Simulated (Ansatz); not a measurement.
Mg₃SnO:
```
Mg3SnO
1.0
    4.39159     0.00000     0.00000
    0.00000     4.39159     0.00000
    0.00000     0.00000     4.39159
Sn O Mg
1 1 3
Cartesian
  0.00000   0.00000   0.00000
  2.19580   2.19580   2.19580
  2.19580   2.19580   0.00000
  2.19580   0.00000   2.19580
  0.00000   2.19580   2.19580
```

Relaxed with PBE. Special points in fractions of this cell's reciprocal vectors: Γ (0.000, 0.000, 0.000); X (0.000, 0.500, 0.000); M (0.500, 0.500, 0.000); R (0.500, 0.500, 0.500).

Q: List the band energies nearest the Fermi level at these points for DFT-PBE with spin–orbit coupling in the program Ansatz with PAW potentials.

A: In eV from the Fermi level; about four levels below and three above (degenerate sets whole), none deeper than 8.9 eV; points with the same levels are listed once.

| k | below | above |
|---|---|---|
| Γ | -0.23 -0.23 -0.23 -0.23 | 0.61 0.61 0.61 0.61 |
| X | -0.64 -0.64 -0.39 -0.39 | 1.85 1.85 2.98 2.98 |
| M | -2.43 -2.43 -0.63 -0.63 | 0.55 0.55 2.59 2.59 |
| R | -3.28 -3.28 -3.28 -3.28 | 1.53 1.53 1.53 1.53 1.54 1.54 |

Space group Pm-3m (anti-perovskite). The start of the workflow was typed in or built on a structure type; neither database checked (COD, Materials Project) lists it. Whether it is the stable phase at ambient conditions was not checked. The PBE relaxation kept the symmetry of its start; whether a distortion lowers the energy is not shown.

Potentials: the earlier of the program's two PAW sets.
